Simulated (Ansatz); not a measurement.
CdSiN₂:
```xyz
4
Lattice="1.4470 0.8354 5.4648 -1.4470 0.8354 5.4648 0.0000 -1.6709 5.4648" Properties=species:S:1:pos:R:3 pbc="T T T"
Cd     0.0000     0.0000     0.0000
Si     0.0000     0.0000     8.1973
N      0.0000     0.0000    12.6846
N      0.0000     0.0000     3.7099
```

x, y and z are the axes in which the lattice vectors are written.

Question: Give the high-frequency dielectric tensor and the Born effective charge tensors of the independent atoms from DFPT, PBEsol (plane waves, PAW; program Ansatz).

Answer: 
ε∞:
```
7.70  0.00  0.00
0.00  7.70  0.00
0.00  0.00  11.5
```
Z* of atom 1 (Cd), rows: field, columns: displacement, in e:
```
2.29  0.00  0.00
0.00  2.29  0.00
0.00  0.00  3.03
```
Z* of atom 2 (Si), rows: field, columns: displacement, in e:
```
4.26  0.00  0.00
0.00  4.26  0.00
0.00  0.00  3.34
```
Z* of atom 3 (N), rows: field, columns: displacement, in e:
```
-3.28   0.00   0.00
 0.00  -3.28   0.00
 0.00   0.00  -3.19
```

Space group R-3m. The start of the workflow was typed in or built on a structure type; neither database checked (COD, Materials Project) lists it. Whether it is the stable phase at ambient conditions was not checked. The cell was relaxed with PBEsol under the symmetry of its start; whether a distortion lowers the energy is not shown. Scalar-relativistic: spin–orbit coupling is off unless named, which matters more the heavier the elements.

Potentials: the later of the program's two PAW sets.
